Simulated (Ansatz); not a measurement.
One crystal and one scan (frozen-phonon scan) at two levels, PBE (plane waves to 420 eV, PAW, scalar-relativistic; Ansatz, a first-principles code) and r2SCAN (plane waves to 500 eV, PAW, scalar-relativistic; Ansatz), each from its own relaxed cell and on its own mesh. The cell shown is that of PBE.

LiH (rock salt)

```xyz
4
Lattice="0.0000 4.0071 4.0071 2.0036 2.0036 4.0071 2.0036 2.0036 0.0000" Properties=species:S:1:pos:R:3 pbc="T T T"
H      0.0000     0.0000     0.0000
H      2.0036     4.0071     6.0107
Li     2.0036     6.0107     6.0107
Li     2.0036     4.0071     4.0071
```

A phonon eigenvector at X = (0.5, 0.5, 0.0) is frozen into this cell: atom i moves by Q times the vector below, so Q is the largest atomic displacement, in Å. The cell is held. (q is in reciprocal vectors of the primitive cell; the cell shown is doubled to hold the pattern.)

| atom | x | y | z |
|---|---|---|---|
| H1 | 0.000 | 0.000 | 1.000 |
| H2 | 0.000 | 0.000 | -1.000 |
| Li3 | 0.000 | 0.000 | 0.024 |
| Li4 | 0.000 | 0.000 | -0.024 |

LiH was relaxed with its symmetry unable to fall. Percentages come from the unrounded values.

Results of PBE:

```
Item                                                                                                                                              Result
----------------------------------------------------------------------------------------  --------------------------------------------------------------
Lattice constant a (Å)                                                                                                                             4.007
Band gap of the relaxed cell, no spin-orbit coupling (eV)                                                                                           2.98
Harmonic wavenumber from the curvature (finite differences) (cm⁻¹ (negative: imaginary))                                                            1033
Shape of the curve                                                                        a single well with its minimum at or next to zero displacement
```

Task: Estimate the r2SCAN values.

Result: 
| quantity | r2SCAN | PBE − r2SCAN |
|---|---|---|
| Lattice constant a (Å) | 4.005 | +0.002 |
| Band gap of the relaxed cell, no spin-orbit coupling (eV) | 3.63 | -0.65 (-18 %) |
| Harmonic wavenumber from the curvature (finite differences) (cm⁻¹ (negative: imaginary)) | 1071 | -38 (-3.5 %) |

PBE gives the lower value for: band gap of the relaxed cell, no spin-orbit coupling; harmonic wavenumber from the curvature. They agree on: lattice constant a (within 0.2 %). Both give the same shape of the curve: a single well with its minimum at or next to zero displacement.

(For displaced atoms, the force is minus the slope of the energy, and its curvature is a force constant, which sets phonon frequencies.)
